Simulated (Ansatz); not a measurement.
SnSe:
```xyz
8
Lattice="11.6733 0.0000 0.0000 0.0000 4.1233 0.0000 0.0000 0.0000 4.6496" Properties=species:S:1:pos:R:3 pbc="T T T"
Sn     7.2483     3.0925     1.7536
Sn     4.4250     1.0308     2.8960
Sn    10.2617     1.0308     4.0784
Sn     1.4117     3.0925     0.5712
Se     1.7183     1.0308     2.3925
Se     9.9550     3.0925     2.2572
Se     4.1184     3.0925     0.0677
Se     7.5550     1.0308     4.5820
```

r²SCAN+D4 in the plane-wave PAW code Ansatz gives a gap of 0.98 eV without spin–orbit coupling, maximum on the Γ–Z line, 65 % of the way from Γ, minimum on the Y–Γ line, 32 % of the way from Y.

What happens when spin–orbit coupling is switched on?

The gap falls by 0.03 eV, to 0.95 eV; maximum on the Γ–Z line, 65 % of the way from Γ, minimum on the Y–Γ line, 32 % of the way from Y.

Give the electron effective mass with spin–orbit coupling.

0.19, 0.19, 0.68 mₑ (principal values).

Give the hole effective mass with spin–orbit coupling.

0.18, 0.51, 0.71 mₑ (principal values).

Space group Pnma. The cell was relaxed with r²SCAN+D4 under the symmetry of its start.

Potentials: the earlier of the program's two PAW sets. The files were generated under PBE; for other functionals the program regenerates the frozen cores, and for LDA and PBEsol the local potential too.
